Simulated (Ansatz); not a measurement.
A geometry of Ti away from equilibrium: step 2 of the relaxation of a generated cell, Ti placed in the AFLOW prototype A_tP4_129_ac (A_d). Method: r2SCAN (plane waves to 500 eV, PAW, scalar-relativistic; Ansatz, an electronic-structure program). Γ-centred k-mesh 7×7×10 on the run's cell (coarser than for final values), Fermi–Dirac smearing 0.05 eV. The plane waves were selected for a different cell earlier on the path.

```
Ti
1.0
    4.66533     0.00000     0.00000
    0.00000     4.66533     0.00000
    0.00000     0.00000     3.07730
Ti
4
Direct
  0.00000   0.00000   0.00000
  0.50000   0.50000   0.00000
  0.50000   0.00000   0.42367
  0.00000   0.50000   0.57633
```

### Question
Give the Cartesian forces on all atoms (eV/Å).

### Answer
```
atom    Fx    Fy     Fz
----  ----  ----  -----
Ti1   0.00  0.00   0.00
Ti2   0.00  0.00   0.00
Ti3   0.00  0.00   0.72
Ti4   0.00  0.00  -0.72
```

The path ends in I4/mmm (No. 139) (AFLOW prototype A_tI2_139_a (A_a)). No spin polarisation in the result.

The run could not lower the symmetry of its start; a shaken copy of this end point relaxes with r2SCAN to P6₃/mmc (No. 194), 0.12 eV/atom lower.

The end of the path is a generated cell of Ti: the first start was made by placing the elements on the sites of a structure type, and the end was not matched to a known phase here, so it may be hypothetical. Known forms of Ti include space group No. 194.
